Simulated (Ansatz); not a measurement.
Input:

Ta$_{3}$Sn:
```xyz
8
Lattice="5.2603 0.0000 0.0000 0.0000 5.2603 0.0000 0.0000 0.0000 5.2603" Properties=species:S:1:pos:R:3 pbc="T T T"
Sn     0.0000     0.0000     0.0000
Sn     2.6301     2.6301     2.6301
Ta     1.3151     0.0000     2.6301
Ta     2.6301     3.9452     0.0000
Ta     3.9452     0.0000     2.6301
Ta     2.6301     1.3151     0.0000
Ta     0.0000     2.6301     3.9452
Ta     0.0000     2.6301     1.3151
```

This is the PBEsol-relaxed structure.

Task: All from DFT-PBEsol in the program Ansatz with PAW potentials, unless another level is named. Estimate the density of states at the Fermi level.

Result: 1.4 states/eV per atom (mean over ±0.08 eV).

Task: Give the formation energy from the elements (no fitted shifts).

Result: -7.8 kJ/mol of atoms.

Space group Pm-3n (A15 (Cr3Si type)). The workflow started from an entry of the Crystallography Open Database (COD). Whether it is the stable phase at ambient conditions was not checked. The cell was relaxed with PBEsol under the symmetry of its start; its stability against distortions is not shown here. No spin polarisation was allowed. The references are the lowest solids computed at this level, not always the standard phases. Spin–orbit coupling is left out wherever it is not named.

Potentials: the later of the program's two PAW sets.
